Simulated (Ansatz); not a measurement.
# An Ansatz input for ZnS with Au replacing Zn

```yaml
crystal:
  lattice:
    - [7.624, 0.0, 0.0]
    - [-3.812, 6.6025776784, 0.0]
    - [0.0, 0.0, 18.68999]
  atoms:
    - { symbol: Zn, position: [0.0, 0.0, 0.0] }
    - { symbol: Zn, position: [0.0, 0.5, 0.0] }
    - { symbol: Zn, position: [0.5, 0.0, 0.0] }
    - { symbol: Zn, position: [0.5, 0.5, 0.0] }
    - { symbol: Zn, position: [0.0, 0.0, 0.5] }
    - { symbol: Zn, position: [0.0, 0.5, 0.5] }
    - { symbol: Zn, position: [0.5, 0.0, 0.5] }
    - { symbol: Zn, position: [0.5, 0.5, 0.5] }
    - { symbol: Zn, position: [0.1666666666, 0.3333333334, 0.16667] }
    - { symbol: Zn, position: [0.1666666666, 0.8333333334, 0.16667] }
    - { symbol: Zn, position: [0.6666666666, 0.3333333334, 0.16667] }
    - { symbol: Zn, position: [0.6666666666, 0.8333333334, 0.16667] }
    - { symbol: Zn, position: [0.3333333334, 0.1666666666, 0.66667] }
    - { symbol: Zn, position: [0.3333333334, 0.6666666666, 0.66667] }
    - { symbol: Zn, position: [0.8333333334, 0.1666666666, 0.66667] }
    - { symbol: Zn, position: [0.8333333334, 0.6666666666, 0.66667] }
    - { symbol: Au, position: [0.3333333334, 0.1666666666, 0.33333] }
    - { symbol: Zn, position: [0.3333333334, 0.6666666666, 0.33333] }
    - { symbol: Zn, position: [0.8333333334, 0.1666666666, 0.33333] }
    - { symbol: Zn, position: [0.8333333334, 0.6666666666, 0.33333] }
    - { symbol: Zn, position: [0.1666666666, 0.3333333334, 0.83333] }
    - { symbol: Zn, position: [0.1666666666, 0.8333333334, 0.83333] }
    - { symbol: Zn, position: [0.6666666666, 0.3333333334, 0.83333] }
    - { symbol: Zn, position: [0.6666666666, 0.8333333334, 0.83333] }
    - { symbol: S, position: [0.0, 0.0, 0.125] }
    - { symbol: S, position: [0.0, 0.5, 0.125] }
    - { symbol: S, position: [0.5, 0.0, 0.125] }
    - { symbol: S, position: [0.5, 0.5, 0.125] }
    - { symbol: S, position: [0.0, 0.0, 0.625] }
    - { symbol: S, position: [0.0, 0.5, 0.625] }
    - { symbol: S, position: [0.5, 0.0, 0.625] }
    - { symbol: S, position: [0.5, 0.5, 0.625] }
    - { symbol: S, position: [0.1666666666, 0.3333333334, 0.29167] }
    - { symbol: S, position: [0.1666666666, 0.8333333334, 0.29167] }
    - { symbol: S, position: [0.6666666666, 0.3333333334, 0.29167] }
    - { symbol: S, position: [0.6666666666, 0.8333333334, 0.29167] }
    - { symbol: S, position: [0.3333333334, 0.1666666666, 0.79167] }
    - { symbol: S, position: [0.3333333334, 0.6666666666, 0.79167] }
    - { symbol: S, position: [0.8333333334, 0.1666666666, 0.79167] }
    - { symbol: S, position: [0.8333333334, 0.6666666666, 0.79167] }
    - { symbol: S, position: [0.3333333334, 0.1666666666, 0.45833] }
    - { symbol: S, position: [0.3333333334, 0.6666666666, 0.45833] }
    - { symbol: S, position: [0.8333333334, 0.1666666666, 0.45833] }
    - { symbol: S, position: [0.8333333334, 0.6666666666, 0.45833] }
    - { symbol: S, position: [0.1666666666, 0.3333333334, 0.95833] }
    - { symbol: S, position: [0.1666666666, 0.8333333334, 0.95833] }
    - { symbol: S, position: [0.6666666666, 0.3333333334, 0.95833] }
    - { symbol: S, position: [0.6666666666, 0.8333333334, 0.95833] }
total_charge: 1
kpoints:
  mp_grid: { grid: [3, 3, 1] }
scf:
  OCCUPATIONS: { method: fermi_dirac, width: 0.01 }
  max_iter: 50
hamiltonian:
  xc: pbe
  pseudopotentials: { kind: paw }
output:
  forces: true
  stress: true
  populations: true
  efg:
    quadrupole_moments_barn: { Zn: 0.122, Au: 0.547, S: -0.0694 }
    contact_densities: true
```

```sh
ansatz run input.yaml --threads 4 --pin off --max-ram 8192MiB --backend cpu --events-out ev --progress --plain --runs-dir out
```

Question: Does this calculation finish, and if not, why?

Answer: The input was rejected before any iteration. The input holds a misspelt key. The program says:

```
Error: YAML parse error: error: line 59 column 3: unknown field `OCCUPATIONS`, expected one of max_iter, algorithm, n_extra_bands, self_checks, convergence, lower_state_search, omitted_lower_state_checks, lower_solution_reach, mixing, occupations, eigensolver, initial_density, exx
  --> <input>:59:3
   |
57 |   mp_grid: { grid: [3, 3, 1] }
58 | scf:
59 |   OCCUPATIONS: { method: fermi_dirac, width: 0.01 }
   |   ^ unknown field `OCCUPATIONS`, expected one of max_iter, algorithm, n_extra_bands, self_checks, convergence, lower_state_search, omitted_lower_state_checks, lower_solution_reach, mixing, occupations, eigensolver, initial_density, exx
60 |   max_iter: 50
61 | hamiltonian:
   |
```

Against a sound input the change was `scf.occupations`: occupations → OCCUPATIONS; `scf.max_iter`: not typed → 50.

With the sound settings the run converges and gives V_zz (10²¹ V/m²) Zn1 0.36 (η 0.17), Zn2 0.46 (η 0.00), Zn5 -0.75 (η 0.81), Zn6 -0.52 (η 0.00), Zn9 0.73 (η 0.23), Zn12 0.37 (η 0.00), among others; a site carries the number of its first atom in the input. The run isn't spin-polarised, and a state with spin may lie lower. The defect repeats with the cell of 48 atoms, so it feels its images: sites between two images don't show the values beside a lone defect, and zeros or small values of η there can come from the images' arrangement. S and Zn carry a gradient in the pure host already, so the values there aren't the defect's effect alone. A uniform background compensates the cell's charge. The defect cell has no gap above 0.1 eV on its mesh, so the values can hang on the smearing and the k-mesh. Spin–orbit coupling is left out, which shifts gradients on Au by a few per cent in wide-gap crystals, and can shift them far more where the calculated gap is small or absent, as here. The neighbours have not yet relaxed around the defect (largest force 1.1 eV/Å), so a real crystal will differ.
